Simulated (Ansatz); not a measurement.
## TaTi$_{3}$N$_{4}$: zone-centre modes

Theory: Ansatz, DFT PBE, scalar-relativistic, plane waves, PAW. Cutoff 420 eV, 10×10×10 k-points (Γ-centred), Fermi-Dirac smearing of 0.15 eV. No spin polarisation. Phonons by linear response, acoustic sum rule imposed.

Relaxed structure:
```
CELL_PARAMETERS angstrom
4.29843 0.00000 0.00000
0.00000 4.29843 0.00000
0.00000 0.00000 4.29843
ATOMIC_POSITIONS crystal
Ti 0.00000 0.00000 0.50000
Ti 0.50000 0.00000 0.00000
Ti 0.00000 0.50000 0.00000
Ta 0.50000 0.50000 0.50000
N 0.50000 0.50000 0.00000
N 0.00000 0.50000 0.50000
N 0.50000 0.00000 0.50000
N 0.00000 0.00000 0.00000
```

It was reached by relaxing an invented guess, and it needn't be the stable form of this composition. In a metal, frequencies depend on the k mesh and the smearing, soft modes most. Spin–orbit coupling is left out, which matters for heavy elements.

Optical modes at Γ:
| frequency (THz) | degeneracy |
| --- | --- |
| 4.81 | 3 |
| 6.74 | 3 |
| 7.09 | 3 |
| 14.13 | 3 |
| 15.08 | 3 |
| 15.11 | 3 |
| 16.43 | 3 |

All 21 optical modes at Γ are real: no displacement of atoms at fixed cell lowers the energy to second order. Strains and modes at other wave vectors aren't tested by this run.
